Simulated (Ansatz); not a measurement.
The relaxed structure here is a generated cell of NbP: the first start was made by a random draw of sites in a space group, and the end was not matched to a known phase here, so it may be hypothetical.

One starting cell of NbP (a randomly generated symmetric cell of NbP (space group No. 3)) was relaxed twice with Ansatz (plane waves, PAW, scalar-relativistic): with r2SCAN at 500 eV and with PBE at 420 eV. The r2SCAN result:

```yaml
crystal:
  lattice:
    - [3.10774, 0.00000, 0.00000]
    - [0.00000, 3.10774, 0.00000]
    - [0.00000, 0.00000, 3.10774]
  atoms:
    - { symbol: Nb, position: [0.50000, 0.50000, 0.50000] }
    - { symbol: P, position: [0.00000, 0.00000, 0.00000] }
```

```
quantity                          r2SCAN    PBE
--------------------------------  ------  -----
space group                        Pm-3m  Pm-3m
volume (Å³/atom)                   15.01  15.04
a (Å)                              3.108  3.110
gap (eV, no spin-orbit coupling)    0.00   0.00
```

Both levels end in the same structure; PBE's volume is within 0.5 % of r2SCAN's. Neither column is exact.

No spin polarisation in the result.

The run could not lose the symmetry of its start: the end is stationary, and may be a saddle point rather than a minimum.

Ansatz is a quantum-chemistry and plane-wave program.
